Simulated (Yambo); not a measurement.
BSE-type run in Yambo on Ba₂LuNbO₆ (space group Fm-3m, No. 225), at zero momentum.

Quantum ESPRESSO step (PBEsol, PseudoDojo standard norm-conserving files, scalar-relativistic):
```
&CONTROL
  calculation = 'nscf'
  pseudo_dir = './pseudo'
  outdir = './out'
/
&SYSTEM
  ibrav = 0
  nat = 10
  ntyp = 4
  ecutwfc = 100.0
  ecutrho = 400.0
  occupations = 'fixed'
  force_symmorphic = .true.
  nbnd = 106
/
&ELECTRONS
  conv_thr = 1e-08
  diago_full_acc = .true.
  diago_thr_init = 1e-08
/
ATOMIC_SPECIES
O 15.9990 O.upf
Nb 92.9064 Nb.upf
Ba 137.3270 Ba.upf
Lu 174.9668 Lu.upf
CELL_PARAMETERS angstrom
  0.000000000000   4.201165000000   4.201165000000
  4.201165000000   0.000000000000   4.201165000000
  4.201165000000   4.201165000000   0.000000000000
ATOMIC_POSITIONS crystal
O   0.759760000000   0.240240000000   0.759760000000
O   0.240240000000   0.759760000000   0.240240000000
O   0.759760000000   0.240240000000   0.240240000000
O   0.240240000000   0.759760000000   0.759760000000
O   0.759760000000   0.759760000000   0.240240000000
O   0.240240000000   0.240240000000   0.759760000000
Nb   0.000000000000   0.000000000000   0.000000000000
Ba   0.750000000000   0.750000000000   0.750000000000
Ba   0.250000000000   0.250000000000   0.250000000000
Lu   0.500000000000   0.500000000000   0.500000000000
K_POINTS automatic
4 4 4 0 0 0
```

Yambo input:
```
rim_cut
optics
bse
bss
dipoles
em1s
RandQpts= 1000000
RandGvec= 1 Ry
FFTGvecs= 40 Ry
Chimod= "HARTREE"
BSKmod= "SEX"
BSEmod= "resonant"
BSSmod= "hs"
BSENGexx= 15 Ry
BSENGBlk= 3 Ry
% KfnQP_E
 0.746 | 1.0 | 1.0 |
%
% BSEQptR
 1 | 1 |
%
% BSEBands
 23 | 56 |
%
% BEnRange
 0.0 | 8.7 | eV
%
% BDmRange
 0.15 | 0.15 | eV
%
BEnSteps= 174
% BLongDir
 1.0 | 0.0 | 0.0 |
%
BSHayTrs= -0.02
BSSNEig= 24
WRbsWF
% BndsRnXs
 3 | 101 |
%
NGsBlkXs= 3 Ry
% LongDrXs
 1.0 | 1.0 | 1.0 |
%
```

From the report:

The dimension is k points × valence × conduction bands = 64 × 25 × 9 = 14400.
```
   [SLEPC] Approach                          : Krylov-Schur
   [SLEPC] Number of requested eigenvalues   :  24
   [SLEPC] Number of eigenvalues        [NEV]:  24
    [K] Dimension                                    :  14400
    [K] Bands                                        :   23   56
    [K] Exchange res                                 : yes
    [K] Correlation res                              : yes
    [K] W interaction is bare                        : no
    [K] RL vectors exchange                          :   965
    [K] RL vectors correlation                       :  113
    [W] Matrix size                                  :  113
    [W] Bands                                        :    3  101
    [W] Coulomb Cutoff                               : none
    [W] Hxc Kernel                                   : HARTREE
```
Lowest eigenvalues (eV; in brackets the number of states within 2 meV): 3.05 (1), 3.09 (3), 3.13 (3), 3.18 (2), 3.19 (1), 3.22 (3). They depend on the mesh, which isn't converged, and on the G0W0 scissor.

Spin-orbit coupling is not included.

Geometry of the Materials Project entry, not relaxed at this level.

The structure is a Materials Project entry; no match was found in the copy of COD used, and its stability was not checked.
